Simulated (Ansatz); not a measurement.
Monolayer ZrSe$_{2}$ (1T, P-3m1 in the vacuum cell, 3 atoms) is relaxed with the program Ansatz at the LDA level (PAW). What in-plane lattice and thickness result?

a = 3.709 Å; 3.14 Å between the outermost nuclei.

Band gap: 0.27 eV (indirect). Valence-band maximum: at Γ. Conduction-band minimum: at M. Ionisation potential (Kohn–Sham): 5.66 eV. Electron affinity (Kohn–Sham): 5.39 eV. Electron effective mass, in the valley at M: 0.17 along x, 1.8 along y (mₑ). Hole effective mass, in the valley at Γ: band 1: 0.24 mₑ; band 2: 0.11 mₑ.

The layer was cut from a bulk entry of the Materials Project (measured or hypothetical); whether that bulk phase is the ambient one, and whether the layer has been isolated, was not checked. The LDA relaxation kept the symmetry of its start; its stability against distortions is not shown here. The run is not spin-polarised. Scalar-relativistic: spin–orbit coupling is off unless named, which matters more the heavier the elements.

Potentials: the later of the program's two PAW sets.
